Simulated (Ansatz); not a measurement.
Input:

SnBi:
```cif
data_BiSn
_chemical_formula_sum 'Sn1 Bi1'
_space_group_name_H-M_alt 'P 1'
_space_group_IT_number 1
_cell_length_a 4.59314
_cell_length_b 4.59314
_cell_length_c 4.59314
_cell_angle_alpha 97.166
_cell_angle_beta 97.166
_cell_angle_gamma 138.635
loop_
_space_group_symop_operation_xyz
  'x, y, z'
loop_
_atom_site_label
_atom_site_type_symbol
_atom_site_fract_x
_atom_site_fract_y
_atom_site_fract_z
_atom_site_occupancy
Sn1 Sn 0.00000 0.00000 0.00000 1
Bi1 Bi 0.75000 0.25000 0.50000 1
```

This is the PBEsol-relaxed structure.

Question: All from PBEsol in the plane-wave PAW code Ansatz, unless another level is named. Estimate the density of states at the Fermi level.

Answer: 0.53 states/eV per atom (mean over ±0.08 eV).

Question: Predict the formation energy from the elements (no fitted shifts).

Answer: 0.028 eV/atom.

Space group I-4m2. The first step of the workflow began from a Materials Project structure, measured or hypothetical; the Crystallography Open Database copy checked does not list it. With Sn and Bi taken as one species the cell has the higher symmetry I4_1/amd, so it may be an ordered model of a mixed-site phase. Whether it is the stable phase at ambient conditions was not checked. Symmetry was held in the PBEsol relaxation; its stability against distortions is not shown here. The references are the lowest solids computed at this level, not always the standard phases. Spin–orbit coupling is left out wherever it is not named.

Potentials: the later of the program's two PAW sets.
